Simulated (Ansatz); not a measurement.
Ga2Pt:
```yaml
crystal:
  lattice:
    - [0.00000, 2.95970, 2.95970]
    - [2.95970, 0.00000, 2.95970]
    - [2.95970, 2.95970, 0.00000]
  atoms:
    - { symbol: Ga, position: [0.75000, 0.75000, 0.75000] }
    - { symbol: Ga, position: [0.25000, 0.25000, 0.25000] }
    - { symbol: Pt, position: [0.00000, 0.00000, 0.00000] }
```

Relaxed with PBEsol. Special points in fractions of this cell's reciprocal vectors: Γ (0.000, 0.000, 0.000); X (0.500, 0.000, 0.500); U (0.625, 0.250, 0.625); K (0.375, 0.375, 0.750); L (0.500, 0.500, 0.500); W (0.500, 0.250, 0.750).

### Question
List the band energies nearest the Fermi level at these points for the program Ansatz at the PBEsol level (PAW).

### Answer
In eV from the Fermi level; about four levels below and three above (degenerate sets whole), none deeper than 8.9 eV; points with the same levels are listed once.

```json
[
 {"k": "Γ", "below": "-5.05 -5.05 -5.05 -3.32 -3.32", "above": "0.10 5.17 5.17 5.17"},
 {"k": "X", "below": "-3.13 -2.88 -1.86 -1.86", "above": "1.89 4.16 10.42 10.42"},
 {"k": "U", "below": "-3.57 -2.98 -2.02 -0.71", "above": "2.74 6.10 7.71"},
 {"k": "L", "below": "-4.57 -4.57 -3.42 -3.22 -3.22", "above": "1.25 1.25 2.96"},
 {"k": "W", "below": "-3.04 -2.86 -2.86 -0.95", "above": "4.88 4.88 7.19"}
]
```

Space group Fm-3m (fluorite or antifluorite type). The workflow started from a Materials Project entry (that database holds measured and hypothetical structures alike); the Crystallography Open Database files this formula in space group No. 225, but the cells were not matched. Whether it is the stable phase at ambient conditions was not checked. Symmetry was held in the PBEsol relaxation; of distortions, only those at the zone centre were tested. The run is not spin-polarised. Scalar-relativistic: spin–orbit coupling is off unless named, which matters more the heavier the elements.

Potentials: the later of the program's two PAW sets.
